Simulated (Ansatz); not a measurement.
NaI:
```
NaI
1.0
    0.00000     3.12987     3.12987
    3.12987     0.00000     3.12987
    3.12987     3.12987     0.00000
Na I
1 1
Direct
  0.00000   0.00000   0.00000
  0.50000   0.50000   0.50000
```

x, y and z are the axes in which the lattice vectors are written.

Question: Give the high-frequency dielectric tensor and the Born effective charge tensors of the independent atoms from DFPT, DFT-LDA in the program Ansatz with PAW potentials.

Answer: 
ε∞:
```
3.63  0.00  0.00
0.00  3.63  0.00
0.00  0.00  3.63
```
Z* of atom 1 (Na), rows: field, columns: displacement, in e:
```
1.16  0.00  0.00
0.00  1.16  0.00
0.00  0.00  1.16
```
Z* of atom 2 (I), rows: field, columns: displacement, in e:
```
-1.16   0.00   0.00
 0.00  -1.16   0.00
 0.00   0.00  -1.16
```

Space group Fm-3m (rock salt). Symmetry was held in the LDA relaxation. Spin–orbit coupling is left out wherever it is not named.

Potentials: the later of the program's two PAW sets.
